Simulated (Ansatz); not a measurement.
Will it converge? Ni

We look at Ni: an experimental structure (space group Fm-3m), with 1 atom per cell. Source: COD entry 2102293; the sample's temperature and pressure aren't taken into account, and it need not be the stable phase.

```
Ni
1.0
     0.00000    1.77210    1.77210
     1.77210    0.00000    1.77210
     1.77210    1.77210    0.00000
Ni
1
Direct
  0.00000 0.00000 0.00000
```

Site labels below count the atoms in this order, from 1.

The calculation used DFT, PBE, PAW, plane waves, scalar-relativistic (Ansatz development build ahead of 0.2.0).

```json
{
 "Plane-wave cutoff": "420 eV",
 "k-point mesh": "14×14×14 (Γ-centred)",
 "Occupations": "Fermi–Dirac smearing, 0.05 eV",
 "Spin": "collinear, starting moments Ni1 2.00 μB"
}
```

Site moments are integrals over atomic spheres and don't add up to the total.

The starting density is a sum of atomic densities. β is the mixing step of the charge; the magnetisation has a step of its own, which the program sets unless it is named.

A small moment in a metal is sensitive to the mesh and the smearing. With one magnetic atom in the cell its copies can only be parallel; orders in a larger cell may lie lower. Only one magnetic start was run, with no search, so the state need not be the lowest.

Default run: converged in 11 iterations, spin-polarised, site moments Ni1 0.68 μB, total 0.64 μB per cell, no gap on the k-mesh. The search for lower states is off, and runs that name a mixer don't switch to direct minimisation.

**Question.** What happens with Anderson, β 0.8, history 12, no preconditioner (limit 50 iterations)?

**Answer.** Converged in 15 iterations: the same free energy.

**Question.** Change to MSR1 mixing, preconditioner none (limit 50 iterations). Does it converge, and to what?

**Answer.** Converged in 11 iterations: the same free energy.

**Question.** Outcome with Broyden, β 0.5, preconditioner LDOS (limit 50 iterations)?

**Answer.** Converged in 15 iterations: the same free energy.

**Question.** Outcome with Gaussian smearing, width 0.15 eV (limit 50 iterations)?

**Answer.** Converged in 10 iterations: free energy shifted by -3.0 meV/atom, zero-width estimate shifted by -0.1 meV/atom.

**Question.** Rank these settings by the iterations they needed, fewest first.
A. Broyden, β 0.5, preconditioner LDOS
B. Broyden, β 0.3, preconditioner LDOS
C. MSR1 mixing, preconditioner none
D. Broyden, β 0.7, preconditioner Kerker scaled by the density of states

**Answer.** C (11), A (15), B (16), D (18).
